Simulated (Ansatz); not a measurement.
Values for one crystal, relaxed and computed with plane-wave PAW r²SCAN (Ansatz code); other levels are named.

| Property | Result |
|---|---|
| Volume per atom | 13.23 Å³ |
| Electronic character | metallic (no gap) |
| Formation energy from the elements (no fitted shifts) | -1.93 eV/atom |
| Density of states at the Fermi level | 0.09 states/eV per atom (mean over ±0.08 eV) |
| Pressure derivative B′ | 4.5 |
| Highest zone-centre frequency | 501 cm^-1 |
| Zone-centre stability | no imaginary mode at Γ |

**Question.** Which compound is it?
A) CrO2, rutile
B) EuSi, Cmcm (Eu on 4c, Si on 4c)
C) ZrSiO, P4/nmm (Zr on 2c, Si on 2a, O on 2c)
D) Sr2CuO3, Immm (Sr on 4j, Cu on 2d, O on 2a, O on 4j)

**Answer.** C, ZrSiO, P4/nmm (Zr on 2c, Si on 2a, O on 2c)

The first step of the workflow began from a Materials Project structure, measured or hypothetical; the Crystallography Open Database copy checked does not list it. Its standing as an ambient phase is unchecked. The cell was relaxed with r²SCAN under the symmetry of its start. No spin polarisation was allowed. As this level gives no gap, phonon frequencies hold no LO–TO term and depend on the k-mesh and smearing (Fermi–Dirac, 0.1 eV here). The references are the lowest solids computed at this level, not always the standard phases (solids in place of the gases). Spin–orbit coupling is left out wherever it is not named.

Potentials: the later of the program's two PAW sets.
